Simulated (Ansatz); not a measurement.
Method: DFT PBE, scalar-relativistic, plane waves, PAW in Ansatz 0.2.0.

Plane waves to 420 eV, a k mesh through Γ of 6×6×6 on the computed 10-atom cell and Gaussian smearing (0.05 eV); collinear spin from starting moments 0 0 0 -1 0 0 0 0 0 0 μB.

Structure with the computed forces (eV/Å) in the last three columns:

```xyz
10
Lattice="0.0000 5.6348 5.6348 5.6348 0.0000 5.6348 5.6348 5.6348 0.0000" Properties=species:S:1:pos:R:3:forces:R:3 pbc="T T T" pressure_GPa=-1.59
K     8.4521    8.4521    8.4521    0.0000    0.0000    0.0000
K     2.8174    2.8174    2.8174    0.0000    0.0000    0.0000
Rb    5.6348    5.6348    5.6348    0.0000    0.0000    0.0000
Au    0.0000    0.0000    0.0000    0.0000    0.0000    0.0000
Cl    2.6684    5.6348    5.6348   -1.1150    0.0000    0.0000
Cl    5.6348    5.6348    2.6684    0.0000    0.0000   -1.1150
Cl    8.6011    5.6348    5.6348    1.1150    0.0000    0.0000
Cl    5.6348    2.6684    5.6348    0.0000   -1.1150    0.0000
Cl    5.6348    8.6011    5.6348    0.0000    1.1150    0.0000
Cl    5.6348    5.6348    8.6011    0.0000    0.0000    1.1150
```

Stress tensor (GPa, compression positive):

```
-1.59  0.00  0.00
 0.00 -1.59  0.00
 0.00  0.00 -1.59
```

Spin-orbit coupling is left out, which matters for the bands of heavy elements.